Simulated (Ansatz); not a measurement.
A relaxation computed with Ansatz, from input to last step.

```yaml
crystal:
  lattice:
    - [2.5308638444, 0.0, 0.0]
    - [-1.2654319222, 2.1917923828, 0.0]
    - [0.0, 0.0, 4.3821988355]
  atoms:
    - { symbol: Fe, position: [0.3333333333, 0.6666666667, 0.25], spin: 3.16 }
    - { symbol: Fe, position: [0.6666666667, 0.3333333333, 0.75], spin: 3.16 }
basis:
  ecutwfc: 500
kpoints:
  mp_grid: { grid: [18, 18, 10] }
hamiltonian:
  xc: r2scan
scf:
  occupations: { method: gaussian, width: 0.1 }
output:
  forces: true
  stress: true
  eigenvalues: true
  populations: true
magnetization:
  spin_polarized: true
relax:
  adjacent_minimum: "off"
  f_tol: 0.005
  max_steps: 80
  cell: { stress_tol: 0.05 }
```

```bash
ansatz run input.yaml --threads 1 --pin off --max-ram 2560MiB --backend cpu --events-out ev --progress --plain --runs-dir out
```

All numbers below come from DFT r2SCAN, scalar-relativistic, plane waves, PAW (Ansatz).

Of 4 frames 4 are shown, positions in Å and forces in eV/Å; the SCF threshold varies from step to step. Steps run on the plane waves of an earlier cell, with a Pulay correction in the pressure. The basis is chosen afresh for the last frame, the zero of the energies, and at times for earlier ones too; energy and pressure step there, also at an unchanged geometry.

```xyz
2
Lattice="2.5309 0.0000 0.0000 -1.2654 2.1918 0.0000 0.0000 0.0000 4.3822" Properties=species:S:1:pos:R:3:forces:R:3 pbc="T T T" step=1 free_energy_over_end_meV_per_atom=0.56 pressure_GPa=1.44
Fe    0.0000    1.4612    1.0956    0.0000    0.0000    0.0000
Fe    1.2654    0.7306    3.2866    0.0000    0.0000    0.0000
2
Lattice="2.5367 0.0000 0.0000 -1.2684 2.1969 0.0000 0.0000 0.0000 4.3853" Properties=species:S:1:pos:R:3:forces:R:3 pbc="T T T" step=2 free_energy_over_end_meV_per_atom=0.18 pressure_GPa=0.53
Fe    0.0000    1.4646    1.0963    0.0000    0.0000    0.0000
Fe    1.2684    0.7323    3.2890    0.0000    0.0000    0.0000
2
Lattice="2.5409 0.0000 0.0000 -1.2704 2.2005 0.0000 0.0000 0.0000 4.3842" Properties=species:S:1:pos:R:3:forces:R:3 pbc="T T T" step=3 free_energy_over_end_meV_per_atom=0.14 pressure_GPa=0.00
Fe    0.0000    1.4670    1.0960    0.0000    0.0000    0.0000
Fe    1.2704    0.7335    3.2881    0.0000    0.0000    0.0000
2
Lattice="2.5409 0.0000 0.0000 -1.2704 2.2005 0.0000 0.0000 0.0000 4.3842" Properties=species:S:1:pos:R:3:forces:R:3 pbc="T T T" step=4 free_energy_over_end_meV_per_atom=0.00 pressure_GPa=0.01
Fe    0.0000    1.4670    1.0960    0.0000    0.0000    0.0000
Fe    1.2704    0.7335    3.2881    0.0000    0.0000    0.0000
```

The run took 5.7 min on 1 thread of Intel(R) Xeon(R) Processor @ 2.50GHz (Skylake/Cascade Lake), on a shared host, peak memory 0.61 GiB.

The state reached may not be the lowest one.